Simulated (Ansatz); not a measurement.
Sn2Bi in Ansatz, settings compared

Launch command:

```bash
ansatz run input.yaml --threads 1 --pin off --max-ram 2560MiB --backend cpu --events-out ev --progress --plain --runs-dir out
```

Input:

```yaml
crystal:
  lattice:
    - [-3.526997, 3.526997, 3.142776]
    - [3.526997, -3.526997, 3.142776]
    - [3.526997, 3.526997, -3.142776]
  atoms:
    - { symbol: Sn, position: [0.665, 0.165, 0.83] }
    - { symbol: Sn, position: [0.165, 0.335, 0.5] }
    - { symbol: Sn, position: [0.335, 0.835, 0.17] }
    - { symbol: Sn, position: [0.835, 0.665, 0.5] }
    - { symbol: Bi, position: [0.25, 0.25, 0.0] }
    - { symbol: Bi, position: [0.75, 0.75, 0.0] }
  symmetry: { tolerance: 0.0003 }
kpoints:
  mp_grid: { grid: [4, 4, 4], shift: [0, 0, 0] }
magnetization:
  spin_polarized: false
scf:
  occupations: { method: fermi_dirac }
hamiltonian:
  pseudopotentials: { kind: paw }
  xc: r2scan
basis:
  ecutwfc: 500
output:
  forces: true
  stress: true
  eigenvalues: true
  write_density: true
  write_potential: true
  elf: true
  volumetric_format: npy
```

Origin of the cell: a known structure type with other elements, at an estimated volume, so it need not be a known compound.

The smearing width isn't typed, so it takes its default of 0.1 eV.

Output of this run (shortened):

```
SCF iter   1: F=—  HF=-48973.127616 eV  Δρ=4.15e-3  dr2=1.83e-2  dr2_τ=4.93e-3  defer=2
SCF iter   2: F=—  HF=-48973.200106 eV  Δρ=2.15e-3  dr2=6.87e-3  dr2_τ=1.01e-4  defer=6
SCF iter   3: F=—  HF=-48973.203467 eV  Δρ=7.17e-4  dr2=1.14e-3  dr2_τ=1.34e-5  defer=6
SCF iter   4: F=—  HF=-48973.204172 eV  Δρ=2.28e-4  dr2=1.18e-4  dr2_τ=9.40e-7  defer=6
SCF iter   5: F=—  HF=-48973.204235 eV  Δρ=6.21e-5  dr2=9.97e-6  dr2_τ=6.85e-8  defer=6
SCF iter   6: F=—  HF=-48973.204203 eV  Δρ=1.79e-5  dr2=7.30e-7  dr2_τ=1.47e-8  defer=6
SCF iter   7: F=-48973.204203 eV  HF=-48973.204203 eV  Δρ=5.12e-6  dr2=7.22e-8  dr2_τ=1.04e-9
SCF 1 converged in 7 iterations: F = -48973.204203 eV  dr2 = 7.22e-8
SCF converged after 7 iterations
Free energy (F): -48973.204203 eV
Harris-Foulkes:  -48973.204203 eV  (|F-HF|=2.84e-8)
Internal energy: -48973.080621 eV  (E = F + TS)
E sigma→0 (E₀):  -48973.142412 eV
Entropy (-TS):   -0.123582 eV (-20.597 meV/atom)
Fermi energy:    12.739796 eV
--- Per-component energies (eV) ---
  E_band       = -434.863514
  E_kinetic    = 1361.116340
  E_local      = -6022.437284  (includes V_loc(G=0)·N_el)
  E_nonlocal   = 990.843577
  E_hartree    = 2980.663073
  E_xc         = -1789.664995
  E_vxc        = -743.627051  (∫ρ·V_xc dr)
  E_paw        = -38004.968704  (= ΣΔE_a)
  E_vpaw       = -2031.091125  (= ΣTr[D̂ρ^β])
  E_aug_tail   = -0.000541  (compensation charges beyond the density's cutoff)
  E_vtau       = 49.014783  (kinetic-family band-sum trace: ∫τ·v_τ [+ j·A + Jᵃ·Aᵃ] dr)
  E_ewald      = -8493.324460
  E_core_change = 4.692374  (= ΣΔE_core)
  E_smearing   = -0.123582  (= −TS)
  Σ components = -48973.204203   (vs F -48973.204203, Δ=0.00e0)
--- Forces (eV/Å), atoms counted from 1 ---
  atom   1  Sn    -0.733429    -0.733429    -0.000000
  atom   2  Sn     0.733429    -0.733429    -0.000000
  atom   3  Sn     0.733429     0.733429    -0.000000
  atom   4  Sn    -0.733429     0.733429    -0.000000
  atom   5  Bi    -0.000000    -0.000000     0.000000
  atom   6  Bi    -0.000000    -0.000000     0.000000
  max |Σ_I F_I| component: 3.75e-16 eV/Å
--- Stress (GPa, compression-positive) ---
       14.102727       0.000000       0.000000
        0.000000      14.102727       0.000000
        0.000000       0.000000      14.006481
  P = ⅓ Tr σ = 14.0706 GPa (140.706 kbar)
```

The same input was run again with these changes:

1. `scf.mixing.algorithm` default → broyden; `scf.mixing.beta` default → 0.7; typed moments: none
2. `hamiltonian.dispersion` default → d3bjatm
3. `basis.ecutwfc` 500 → "58.8 Ry"
4. `scf.occupations.method` fermi_dirac → cold; `scf.occupations.width` default → 0.1

```csv
run,end,SCF iterations,P (GPa),max force component (eV/Å),gap on mesh (eV),moment (μB),ΔE(σ→0) (meV/atom)
base,converged,7,14.07,0.733,none,–,0
1,converged,8,14.07,0.733,none,–,0.00
2,converged,7,12.99,0.733,none,–,–
3,converged,7,14.07,0.733,none,–,-1.35
4,converged,7,14.01,0.744,none,–,2.09
```

Energies are compared only where functional, datasets, charge and starting cell are the same.

Caveats of the base run: no spin-orbit coupling, though heavy elements are present; the k mesh is coarse if the cell is a metal.

The base run took 20 s on 1 thread of Arm Neoverse V1, on a shared host, peak memory 0.83 GiB, from the program's own first density.
